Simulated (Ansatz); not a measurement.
SnS (GeS type, space group Pnma)

```xyz
8
Lattice="10.9125 0.0000 0.0000 0.0000 3.9536 0.0000 0.0000 0.0000 4.1105" Properties=species:S:1:pos:R:3 pbc="T T T"
Sn     6.7358     2.9652     2.4353
Sn     9.6329     0.9884     0.3800
Sn     4.1767     0.9884     1.6752
Sn     1.2796     2.9652     3.7305
S      3.8753     2.9652     4.0128
S      1.5809     0.9884     1.9575
S      7.0372     0.9884     0.0978
S      9.3316     2.9652     2.1530
```

E(V) scan at fixed shape, V₀ the volume above. The atoms relax within the cell's symmetry.

Computed with PBEsol-D3(BJ) (plane waves to 420 eV, PAW, scalar-relativistic; Ansatz, a quantum-chemistry and plane-wave program). k mesh 3×8×8 (Γ-centred), Fermi-Dirac smearing 0.05 eV. The energy includes the smearing's −TS. Compression counts positive. With the shape held, the modulus is that of even scaling; a crystal free to change shape is softer. SnS was relaxed with its symmetry unable to fall. The PAW data are Ansatz's earlier set. The zero of ΔE is the relaxed starting cell.

| V (Å³/atom) | ΔE (meV/atom) |
|---|---|
| 19.951 | withheld |
| 20.395 | 26.5 |
| 20.838 | 14.4 |
| 21.281 | 6.1 |
| 21.725 | 1.5 |
| 22.168 | 0.0 |
| 22.611 | 1.4 |
| 23.055 | 5.2 |
| 23.498 | 11.1 |
| 23.941 | 18.8 |
| 24.385 | 28.1 |

Q: Fit a third-order Birch-Murnaghan form (E₀, V₀, B₀, B₀′ free) to the given rows and predict ΔE at V = 19.951.

A: Least squares on the 10 given rows: ΔE = E₀ + (9V₀B₀/16)·y²·[2 + (B₀′ − 4)y], y = (V₀/V)^(2/3) − 1, with V₀ = 22.166 Å³/atom, B₀ = 49.93 GPa (160.2 GPa = 1 eV/Å³; the term in eV is multiplied by 1000), B₀′ = 5.60, E₀ = 0.08 meV/atom; root-mean-square residual 0.05 meV/atom. At 19.951 the fit gives 43.6 meV/atom; the calculation gives 43.0 meV/atom, so the extrapolation is off by 0.6 (+1.4 %). For the pressure the fit gives 7.06 GPa against the computed 6.84 GPa.

(A scan under strain: stresses follow from slopes of the energy per volume, elastic moduli from its curvatures.)
